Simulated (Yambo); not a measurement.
Ba₂MgWO₆ (space group Fm-3m, No. 225), G0W0@LDA (Yambo, plasmon pole, terminator in G, 2×2×2 mesh): gap Γ → X in eV by bands and screening block.

| bands (W and G) | 2 Ry | 3 Ry | 4 Ry | 6 Ry | 7 Ry |
|---|---|---|---|---|---|
| 64 | 5.31 | 5.19 | [?] | 4.98 | 4.98 |
| 92 | 4.98 | 4.88 | 4.75 | 4.71 | 4.71 |
| 127 | 4.85 | [?] | 4.63 | 4.60 | 4.60 |
| 170 | 4.78 | [?] | 4.55 | 4.53 | 4.53 |
| 214 | 4.75 | 4.64 | 4.52 | 4.50 | 4.50 |

Question: Estimate the withheld gaps from their neighbours; the computed values follow.

Answer: 
- 64, 4 Ry: 5.03
- 127, 3 Ry: 4.74
- 170, 3 Ry: 4.67

The largest settings aren't shown to be the converged limit.

Spin-orbit coupling is not included.

Geometry of the Materials Project entry, not relaxed at this level; primitive cell a = 5.824 Å, b = 5.824 Å, c = 5.824 Å, α = 60.00°, β = 60.00°, γ = 60.00°.
